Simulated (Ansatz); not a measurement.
## TiC: from a starting cell to a relaxed one

The start is a generated cell, TiC built in the NiAs structure type. The structure is fully relaxed (lattice and positions, P = 0) with PBEsol (plane waves to 420 eV, PAW, scalar-relativistic; Ansatz, a program for electronic structure). First-step values are on the input's coarse k-mesh.

Ansatz input (later rounds restart from its end on a renewed k-mesh):
Ansatz 0.2 input:
```yaml
crystal:
  lattice:
    - [3.9902151, 0, 0]
    - [-1.9951075, 3.4556276, 0]
    - [0, 0, 5.561383]
  atoms:
    - { symbol: Ti, position: [0, 0, 0] }
    - { symbol: Ti, position: [0, 0, 0.5] }
    - { symbol: C, position: [0.33333333, 0.66666667, 0.25] }
    - { symbol: C, position: [0.66666667, 0.33333333, 0.75] }
basis: { ecutwfc: 420, ecutrho_ratio: 4, xc_grid: 2, fft_grid_basis: typed }
kpoints: { mp_grid: { grid: [7, 7, 4] } }
hamiltonian:
  xc: pbesol
  dispersion: none
  pseudopotentials: { azcp: { folder: ./paw }, kind: paw }
scf: { occupations: { method: fermi_dirac, width: 0.05 } }
relax: { f_tol: 0.01, max_steps: 100, cell: { stress_tol: 0.02 } }
output: { forces: true, stress: true }
```

What pressure does the first self-consistent step give?

-37 GPa (negative: the cell is under tension).

How much energy is released per atom?

2.11 eV/atom.

What band gap does the relaxed structure have at this level?

Zero (metallic).

Write out the relaxed structure.


Space group P6₃/mmc (No. 194); a = 3.0114 Å, b = 3.0114 Å, c = 5.3419 Å, α = 90.00°, β = 90.00°, γ = 120.00°

```json
[
 {"atom": "Ti", "site": "2a", "symmetry": "-3m.", "x": "0.0000", "y": "0.0000", "z": "0.0000"},
 {"atom": "C", "site": "2c", "symmetry": "-6m2", "x": "0.3333", "y": "0.6667", "z": "0.2500"}
]
```

The space group stays P6₃/mmc (No. 194) (the run could not lower it); the end is NiAs type, with 4 atoms in the primitive cell. Final values are on a 18×18×9 k-mesh of the relaxed cell. No spin polarisation in the result.

The run could not lose the symmetry of its start; a randomly shaken copy of 8 atoms returns to this structure.

All atoms sit on sites fixed by symmetry, so only the cell could relax.

The relaxed structure here is a generated cell of TiC: the first start was made by placing the elements on the sites of a structure type, and the end was not matched to a known phase here, so it may be hypothetical. Known forms of TiC include space group No. 225.
